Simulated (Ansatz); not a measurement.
Input file for Ansatz (an electronic-structure program):

Ansatz 0.2 input:
```yaml
crystal:
  lattice:
    - [2.7356796946, 0.0, 0.0]
    - [0.0, 2.7356796946, 0.0]
    - [0.0, 0.0, 3.883380008]
  atoms:
    - { symbol: Ir, position: [0.0, 0.0, 0.0] }
    - { symbol: Mo, position: [0.5, 0.5, 0.5] }
kpoints:
  mp_grid: { grid: [26, 26, 18] }
hamiltonian:
  xc: pbesol
  pseudopotentials: { kind: paw }
scf:
  occupations: { method: fermi_dirac, width: 0.1 }
elastic: { mode: relaxed_ion, stencil: two_point, amplitude: 0.005, f_tol: 0.0005 }
```

Output (shortened):

```
Pseudopotentials: kind: paw
Pseudopotential: Ir, paw, valence charge 17
Pseudopotential: Mo, paw, valence charge 14
Functional definition: PBEsol
Crystal: 2 atoms, lattice volume = 29.063 Å³
Basis set: ecut = 420 eV, 569 PW (Γ), exchange–correlation on 40×40×54 points (8 copies of the dense FFT grid, shifted against one another)
Bands: 20, of which v1, the nominal top of the filled ones, is band 16 counted from 1 (15 counted from 0)
Symmetry: 16 space group operations
Space group: P4/mmm (ITA 123), of the structure as read, at distance tolerance 3.1e-5 Å
k-points: 1050 of 12168
PAW frozen core: Ir, regenerated for the run's functional, and the local potential with it
PAW frozen core: Mo, regenerated for the run's functional, and the local potential with it
Initial wavefunctions: pseudopotential atomic-orbital guess
Eigensolver: davidson
Functional: x = pbesol(κ = 0.804, μ = 0.12345679012345678), c = pbesol(β = 0.046)
all-band conjugate gradients solve this SCF's bands
SCF 1 converged in 9 iterations: F = -16697.145309 eV  dr2 = 1.80e-14
density extrapolation: transplant  |δρ|_rms = 6.002e-2 e/Å³  SAD shift = 8.867e-3 e/Å³
Crystal: 2 atoms, lattice volume = 28.918 Å³
Symmetry: 8 space group operations
k-points: 1960 of 12168
Initial density: handed on by an earlier stage of this run
Initial wavefunctions: those handed on with the density
SCF 2 converged in 8 iterations: F = -16697.143633 eV  dr2 = 3.88e-15
density extrapolation: first-order (α = -2.000)  |δρ|_rms = 6.002e-2 e/Å³  SAD shift = 8.793e-3 e/Å³
Crystal: 2 atoms, lattice volume = 29.208 Å³
Basis set: ecut = 420 eV, 577 PW (Γ), exchange–correlation on 40×40×54 points (8 copies of the dense FFT grid, shifted against one another)
SCF 3 converged in 7 iterations: F = -16697.143922 eV  dr2 = 7.02e-15
density extrapolation: transplant  |δρ|_rms = 6.002e-2 e/Å³  SAD shift = 8.805e-3 e/Å³
Crystal: 2 atoms, lattice volume = 28.918 Å³
SCF 4 converged in 8 iterations: F = -16697.143776 eV  dr2 = 2.21e-15
density extrapolation: first-order (α = -2.000)  |δρ|_rms = 6.002e-2 e/Å³  SAD shift = 8.736e-3 e/Å³
Crystal: 2 atoms, lattice volume = 29.208 Å³
Basis set: ecut = 420 eV, 585 PW (Γ), exchange–correlation on 40×40×54 points (8 copies of the dense FFT grid, shifted against one another)
SCF 5 converged in 7 iterations: F = -16697.144302 eV  dr2 = 1.03e-14
density extrapolation: transplant  |δρ|_rms = 6.002e-2 e/Å³  SAD shift = 4.875e-3 e/Å³
Crystal: 2 atoms, lattice volume = 29.063 Å³
Symmetry: 4 space group operations
k-points: 3304 of 12168
SCF 6 converged in 7 iterations: F = -16697.144758 eV  dr2 = 1.04e-14
density extrapolation: first-order (α = -2.000)  |δρ|_rms = 6.002e-2 e/Å³  SAD shift = 4.875e-3 e/Å³
Crystal: 2 atoms, lattice volume = 29.063 Å³
SCF 7 converged in 5 iterations: F = -16697.144758 eV  dr2 = 3.49e-14
density extrapolation: transplant  |δρ|_rms = 6.002e-2 e/Å³  SAD shift = 4.775e-3 e/Å³
Crystal: 2 atoms, lattice volume = 29.063 Å³
k-points: 1830 of 12168
SCF 8 converged in 7 iterations: F = -16697.145072 eV  dr2 = 1.48e-15
density extrapolation: first-order (α = -2.000)  |δρ|_rms = 6.002e-2 e/Å³  SAD shift = 4.775e-3 e/Å³
Crystal: 2 atoms, lattice volume = 29.063 Å³
SCF 9 converged in 5 iterations: F = -16697.145072 eV  dr2 = 4.22e-14
SCF converged after 9 iterations
Free energy (F): -16697.145309 eV
Harris-Foulkes:  -16697.145309 eV  (|F-HF|=3.64e-12)
Internal energy: -16697.108479 eV  (E = F + TS)
E sigma→0 (E₀):  -16697.126894 eV
Entropy (-TS):   -0.036830 eV (-18.415 meV/atom)
Fermi energy:    23.594660 eV
--- Per-component energies (eV) ---
  E_band       = -133.453013
  E_kinetic    = 1064.965585
  E_local      = -1864.230008  (includes V_loc(G=0)·N_el)
  E_nonlocal   = 219.985926
  E_hartree    = 677.351131
  E_xc         = -449.804128
  E_vxc        = -529.367251  (∫ρ·V_xc dr)
  E_paw        = -12232.391583  (= ΣΔE_a)
  E_vpaw       = -379.509618  (= ΣTr[D̂ρ^β])
  E_aug_tail   = 0.000090  (compensation charges beyond the density's cutoff)
  E_ewald      = -4113.460076
  E_core_change = 0.474584  (= ΣΔE_core)
  E_smearing   = -0.036830  (= −TS)
  E_closure    = 0.000000  (closes the sum)
  Σ components = -16697.145309   (vs F -16697.145309, Δ=0.00e0)
--- Forces (eV/Å), atoms counted from 1 ---
  atom   1  Ir     0.00000000     0.00000000     0.00000000
  atom   2  Mo     0.00000000     0.00000000     0.00000000
  max |Σ_I F_I| component: 0.0 eV/Å
--- Stress (GPa, compression-positive) ---
        0.134149       0.000000       0.000000
        0.000000       0.134149       0.000000
        0.000000       0.000000       0.272174
  P = ⅓ Tr σ = 0.1802 GPa (1.802 kbar)
  The stress holds the Pulay correction. Without it, at fixed plane waves, as pw.x and ABINIT print it: P = 0.1336 GPa
  The stress includes an estimate of the error left by incomplete SCF convergence (largest component 0.0000 GPa).
--- Band table (eV; the first three rows and the last of 1050) ---
  k-point 0: bands = ["-68.7525", "-37.4949", "-25.6486", "-25.4133", "-25.4133", "-11.6419", "-11.0675", "-11.0675", "14.3285", "16.9302", "17.3626", "20.9748", "20.9748", "21.4078", "23.4476", "24.0254", "26.5871", "26.8738", "27.1159", "27.1159"]
  k-point 1: bands = ["-68.7525", "-37.4950", "-25.6482", "-25.4133", "-25.4133", "-11.6443", "-11.0677", "-11.0677", "14.3720", "16.9579", "17.3801", "20.9986", "20.9986", "21.3711", "23.4553", "23.9724", "26.4323", "26.8607", "27.0312", "27.0312"]
  k-point 2: bands = ["-68.7525", "-37.4953", "-25.6470", "-25.4131", "-25.4131", "-11.6512", "-11.0683", "-11.0683", "14.5009", "17.0397", "17.4321", "21.0693", "21.0693", "21.2645", "23.4776", "23.8138", "26.0105", "26.7932", "26.7932", "26.8226"]
  k-point 1049: bands = ["-68.7127", "-37.2726", "-25.7614", "-25.7614", "-25.5658", "-11.9035", "-11.9035", "-11.4853", "18.0753", "18.9907", "19.5742", "19.5742", "20.6537", "20.6537", "22.0241", "24.6255", "25.4122", "28.4051", "31.5990", "33.4704"]
  band table: 20 of 20 bands, residual norms ≤ 1.0e-3 eV
--- Elastic constants: 4 strain directions × 2 members + reference (group order 16) ---
  dense FFT box of the reference and of every strained cell: 20×20×27
  strains applied: 11, 33, 23, 12; error gains …
  C = ∂σ_k/∂η_j (tension-positive GPa; Voigt order 11 22 33 23 13 12):
       675.405     98.652    237.705      0.000      0.000      0.000
        98.652    675.405    237.705      0.000      0.000      0.000
       237.860    237.860    559.897      0.000      0.000      0.000
         0.000      0.000      0.000    242.818      0.000      0.000
         0.000      0.000      0.000      0.000    242.818      0.000
         0.000      0.000      0.000      0.000      0.000    104.369
  reference stress σ⁰ (GPa):     -0.134     -0.134     -0.272      0.000      0.000      0.000
  moduli (Voigt/Reuss/Hill, GPa): K = 339.90/339.77/339.84   G = 207.10/180.81/193.96   E = 488.87   ν = 0.260
  mechanically stable: yes (min eigenvalue of sym C = 104.37 GPa)
  strain η (Voigt 11):  stress-route row diagonal C_11 = 675.41 GPa, energy-path curvature d²(F+E_count+ΔE)/dδ²/Ω₀ = 675.36 GPa
         δ    σ_11 (GPa)             F (eV)   n_scf  n_hpsi   n_pw
    -5.000e-3      -3.5875      -16697.1436327       8  701758    591   relax 0 steps, max|allowed force component| 0.0 eV/Å
     5.000e-3       3.1666      -16697.1439222       7  660717    596   relax 0 steps, max|allowed force component| 0.0 eV/Å
  strain η (Voigt 33):  stress-route row diagonal C_33 = 559.90 GPa, energy-path curvature d²(F+E_count+ΔE)/dδ²/Ω₀ = 559.86 GPa
         δ    σ_33 (GPa)             F (eV)   n_scf  n_hpsi   n_pw
    -5.000e-3      -3.1248      -16697.1437759       8  354473    592   relax 0 steps, max|allowed force component| 0.0 eV/Å
     5.000e-3       2.4741      -16697.1443020       7  308998    597   relax 0 steps, max|allowed force component| 0.0 eV/Å
  strain η (Voigt 23):  stress-route row diagonal C_44 = 242.82 GPa, energy-path curvature d²(F+E_count+ΔE)/dδ²/Ω₀ = 242.93 GPa
         δ    σ_23 (GPa)             F (eV)   n_scf  n_hpsi   n_pw
    -5.000e-3      -1.2141      -16697.1447577       7  1244014    592   relax 0 steps, max|allowed force component| 0.00e0 eV/Å
     5.000e-3       1.2141      -16697.1447577       5  828098    592   relax 0 steps, max|allowed force component| 0.00e0 eV/Å
  strain η (Voigt 12):  stress-route row diagonal C_66 = 104.37 GPa, energy-path curvature d²(F+E_count+ΔE)/dδ²/Ω₀ = 104.42 GPa
         δ    σ_12 (GPa)             F (eV)   n_scf  n_hpsi   n_pw
    -5.000e-3      -0.5218      -16697.1450716       7  588091    592   relax 0 steps, max|allowed force component| 0.0 eV/Å
     5.000e-3       0.5218      -16697.1450716       5  484381    592   relax 0 steps, max|allowed force component| 0.0 eV/Å
```

Cost: roughly 6 core-minutes on shared cores.

The start of the workflow was typed in or built on a structure type; neither database checked (COD, Materials Project) lists it. COD files the formula under space group No. 51. Whether it is the stable phase at ambient conditions was not checked. Symmetry was held in the PBEsol relaxation; whether a distortion lowers the energy is not shown. The run is not spin-polarised. As this level gives no gap, shear constants depend on the k-mesh and smearing (Fermi–Dirac, 0.1 eV here). Axis ratios of metals converge slowly with the k-mesh, so a and c are less sure than the volume. Scalar-relativistic: spin–orbit coupling is off unless named, which matters more the heavier the elements.

Potentials: the later of the program's two PAW sets.

Ansatz is a plane-wave DFT program.
